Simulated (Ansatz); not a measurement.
Polymorphs of TiC, each relaxed with DFT-PBEsol in the program Ansatz with PAW potentials:

A: P6_3/mmc
a = b = 3.5827 Å, c = 4.2492 Å, α = β = 90.00°, γ = 120.00°

```json
[
 {"atom": "Ti", "site": "2c", "symmetry": "-6m2", "x": "0.3333", "y": "0.6667", "z": "0.2500"},
 {"atom": "C", "site": "2d", "symmetry": "-6m2", "x": "0.6667", "y": "0.3333", "z": "0.2500"}
]
```

B: rock salt (Fm-3m)
a = b = c = 4.293 Å, α = β = γ = 90.00°

```tsv
atom	site	symmetry	x	y	z
Ti	4b	m-3m	0.5000	0.5000	0.5000
C	4a	m-3m	0.0000	0.0000	0.0000
```

C: CsCl type (Pm-3m)
a = 2.682 Å, b = 2.682 Å, c = 2.682 Å, α = 90.00°, β = 90.00°, γ = 90.00°

| atom | site | symmetry | x | y | z |
|---|---|---|---|---|---|
| Ti | 1a | m-3m | 0.0000 | 0.0000 | 0.0000 |
| C | 1b | m-3m | 0.5000 | 0.5000 | 0.5000 |

Question: Rank these by energy per atom at 0 K (lowest first), as PBEsol gives it.

Answer: B (+0 meV/atom), A (+300 meV/atom), C (+1171 meV/atom)

Constructed cells (a structure type filled with these elements, in neither database checked): C. Typed or built starts, not in the databases checked: A. Not the usual ambient phase: A; C. Unstable at this level: C. All cells were relaxed under the symmetry of their starts (and spin orders); stability against distortions was not tested throughout. Rows with no word on spin ran without spin polarisation.

Energies hold the estimated change up to a 700 eV cutoff; steps of a few meV lie near the error of the meshes.

Potentials: the later of the program's two PAW sets.
